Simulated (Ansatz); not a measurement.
Given:

AgI:
```
AgI
1.0
    0.00000     3.17405     3.17405
    3.17405     0.00000     3.17405
    3.17405     3.17405     0.00000
Ag I
1 1
Direct
  0.00000   0.00000   0.00000
  0.25000   0.25000   0.25000
```

This is the LDA-relaxed structure. x, y and z are the axes in which the lattice vectors are written.

All from LDA (plane waves, PAW; program Ansatz), unless another level is named. Predict the Young's modulus.

20.2 GPa.

And the piezoelectric stress constants (proper, relaxed ions, C/m²)?

e14 = e25 = e36 = 0.18.

Give the vibrational entropy at 300 K.

52.3 J/(K·mol of atoms).

And the elastic constants (relaxed ions, GPa)?

C11 = 46.4, C12 = 38.8, C44 = 10.8.

Space group F-43m (zinc blende). The LDA relaxation kept the symmetry of its start. No spin polarisation was allowed. Signs of piezoelectric constants follow the polarity of the cell as given. Scalar-relativistic: spin–orbit coupling is off unless named, which matters more the heavier the elements.

Potentials: the earlier of the program's two PAW sets. The files were generated under PBE; for other functionals the program regenerates the frozen cores, and for LDA and PBEsol the local potential too.
